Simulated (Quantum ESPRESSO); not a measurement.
Field gradients of ScAl₃ from a PBE PAW density (pw.x of a modified build of Quantum ESPRESSO, JTH datasets) with the all-electron reconstruction of Petrilli and co-workers, 20 Ha, k-mesh 10×10×10 through Γ:

```xyz
4
Lattice="4.0878 0.0000 0.0000 0.0000 4.0878 0.0000 0.0000 0.0000 4.0878" Properties=species:S:1:pos:R:3 pbc="T T T"
Sc     0.0000     0.0000     0.0000
Al     2.0439     0.0000     2.0439
Al     0.0000     2.0439     2.0439
Al     2.0439     2.0439     0.0000
```
The cell comes from the Materials Project (a computed structure). It is ScAl3 in Pm-3m; whether this form has been observed was not checked. Stability against distortions was not tested. The run has no spin polarisation.

Vzz is the sum of three terms, each taken along its main axis: the smooth valence density, the ions (nucleus and frozen core) with the augmentation charges of all other spheres, and the all-electron minus smooth density in the atom's own sphere. The split hangs on the datasets.  Cores are frozen. Against all-electron runs on small test molecules, this scheme's |Vzz| missed by −7 % on Al. This crystal comes out metallic or nearly gapless here; its field gradients are sensitive to mesh and smearing.

```csv
site,smooth valence density,ions and other spheres,own sphere,Vzz (a.u.)
"Al (atoms 2, 3, 4)",0.090,-0.078,?,?
```

**Question.** What belongs in the gaps?

**Answer.** 
- Al (atoms 2, 3, 4), own sphere: 0.185
- Al (atoms 2, 3, 4), Vzz (a.u.): 0.197
